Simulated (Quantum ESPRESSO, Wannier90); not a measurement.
**Wannierisation of Rb2Te (anti-fluorite)**

Materials Project entry mp-441; symmetrised, unrelaxed at this level. Not found in the COD (Crystallography Open Database) copy used; not checked further. Level: PBEsol, no spin polarisation, no spin-orbit coupling; pw.x of Quantum ESPRESSO at 66 Ry with PseudoDojo potentials, 6×6×6 k-points, Wannier90. Density: 6×6×6 mesh, cold smearing 0.01 Ry. Spin-orbit coupling is left out although heavy elements are present.

```
begin unit_cell_cart
ang
    0.0000000000    4.2811050000    4.2811050000
    4.2811050000    0.0000000000    4.2811050000
    4.2811050000    4.2811050000    0.0000000000
end unit_cell_cart
mp_grid = 6 6 6
```

**Question.** Which shells of neighbouring k-points and which b-vectors and weights does Wannier90 pick for this cell and mesh?

**Answer.** 
```
 *---------------------------------- K-MESH ----------------------------------*
 +----------------------------------------------------------------------------+
 |                    Distance to Nearest-Neighbour Shells                    |
 |                    ------------------------------------                    |
 |          Shell             Distance (Ang^-1)          Multiplicity         |
 |          -----             -----------------          ------------         |
 |             1                   0.211838                      8            |
 |             2                   0.244609                      6            |
 |             3                   0.345930                     12            |
 |             4                   0.405638                     24            |
 |             5                   0.423676                      8            |
 |             6                   0.489218                      6            |
 |             7                   0.533113                     24            |
 |             8                   0.546963                     24            |
       ... (lines left out)
 +----------------------------------------------------------------------------+
 | The b-vectors are chosen automatically                                     |
 | The following shells are used:                       1                     |
 +----------------------------------------------------------------------------+
 |                        Shell   # Nearest-Neighbours                        |
 |                        -----   --------------------                        |
 |                          1               8                                 |
 +----------------------------------------------------------------------------+
 | Completeness relation is fully satisfied [Eq. (B1), PRB 56, 12847 (1997)]  |
 +----------------------------------------------------------------------------+
 |                  b_k Vectors (Ang^-1) and Weights (Ang^2)                  |
 |                  ----------------------------------------                  |
 |            No.         b_k(x)      b_k(y)      b_k(z)        w_b           |
 |            ---        --------------------------------     --------        |
 |             1         0.122305    0.122305   -0.122305     8.356502        |
 |             2         0.122305   -0.122305    0.122305     8.356502        |
 |             3        -0.122305    0.122305    0.122305     8.356502        |
 |             4         0.122305    0.122305    0.122305     8.356502        |
 |             5        -0.122305   -0.122305    0.122305     8.356502        |
 |             6        -0.122305    0.122305   -0.122305     8.356502        |
 |             7         0.122305   -0.122305   -0.122305     8.356502        |
 |             8        -0.122305   -0.122305   -0.122305     8.356502        |
```
